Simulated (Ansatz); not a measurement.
Sc (hcp, Mg type)

```xyz
2
Lattice="3.3194 0.0000 0.0000 -1.6597 2.8747 0.0000 0.0000 0.0000 5.1664" Properties=species:S:1:pos:R:3 pbc="T T T"
Sc     0.0000     1.9165     3.8748
Sc     1.6597     0.9582     1.2916
```

In this cell atom 1 (Sc, nearest neighbour Sc at 3.216 Å; its periodic images, 3.3 Å or more away, move with it) is moved by s along Cartesian x, unit vector (1.000, 0.000, 0.000); all other atoms and the cell stay fixed.

Level of theory: PBE (plane waves to 420 eV, PAW, scalar-relativistic; Ansatz, an electronic-structure program). k mesh 13×13×7 (Γ-centred), Fermi-Dirac smearing 0.05 eV. E stands for the smeared free energy. With partly filled bands, energies and forces of such displacements shift with the k mesh and the smearing. Sc is run without spin polarisation. Sc was relaxed with its symmetry unable to fall. ΔE is measured from the undisplaced structure. The last digit holds for this mesh only.

| s (Å) | ΔE (meV/cell) |
|---|---|
| -0.640 | 265.4 |
| -0.512 | 180.4 |
| -0.384 | 105.1 |
| -0.256 | 47.5 |
| -0.128 | 12.0 |
| 0.000 | 0.0 |
| 0.128 | 12.0 |
| 0.256 | 47.5 |
| 0.384 | 105.1 |
| 0.512 | 180.4 |
| 0.640 | 265.4 |

What force constant k = d²E/ds² at s = 0 does the table give?

1.5 eV/Å². It is the second difference of the nearest points, corrected with the next pair.

With k = 1.47 eV/Å² from the forces, is the well harmonic out to s = 0.640 Å?

½ks² = 301 meV/cell against the computed 265 meV/cell, so the well is softer than harmonic there.

(For displaced atoms, the force is minus the slope of the energy, and its curvature is a force constant, which sets phonon frequencies.)
